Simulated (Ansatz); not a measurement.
## Profile along the Ti–Al line in Ti3Al (D019 type, space group P6_3/mmc)

Ti$_{3}$Al (D019 type, space group P6_3/mmc)

```
CELL_PARAMETERS angstrom
      5.75530     0.00000     0.00000
     -2.87765     4.98424     0.00000
      0.00000     0.00000     4.65460
ATOMIC_POSITIONS crystal
  Ti 0.83025 0.66050 0.25000
  Ti 0.16975 0.83025 0.75000
  Ti 0.33950 0.16975 0.25000
  Ti 0.16975 0.33950 0.75000
  Ti 0.83025 0.16975 0.25000
  Ti 0.66050 0.83025 0.75000
  Al 0.33333 0.66667 0.25000
  Al 0.66667 0.33333 0.75000
```

Fields along a shortest Ti–Al line of a (-1 1 0 0) plane (2.88 Å), from Ti to Al, interpolated on the slice's grid (step about 0.3 Å). All values below come from PBE (plane waves to 420 eV, PAW, scalar-relativistic; Ansatz, an electronic-structure program). k mesh 10×10×10. Near the nuclei the fields are pseudised (PAW); where an atom keeps semicore shells as valence, they peak there. The PAW data are Ansatz's earlier set. Ti3Al is run without spin polarisation. Ti3Al was relaxed with its symmetry unable to fall.

```
distance from Ti (Å)  valence electron density (e/Å³)  electron localisation function
--------------------  -------------------------------  ------------------------------
0.00                                            12.21                               x
0.29                                             9.62                               x
0.58                                             3.75                            0.71
0.86                                             0.68                            0.27
1.15                                             0.23                            0.10
1.44                                             0.20                            0.38
1.73                                             0.22                            0.61
2.02                                             0.22                            0.52
2.30                                             0.13                            0.11
2.59                                             0.07                               x
2.88                                             0.05                               x
```

x: too close to a nucleus for the ELF to mean much.

Density on the Ti–Al line (2.88 Å) at its density minimum, 1.4 Å from Ti: 0.19 e/Å³. ELF at that point: 0.3. ELF maximum in the middle third of the Ti–Al line: 0.62, 1.8 Å from Ti.
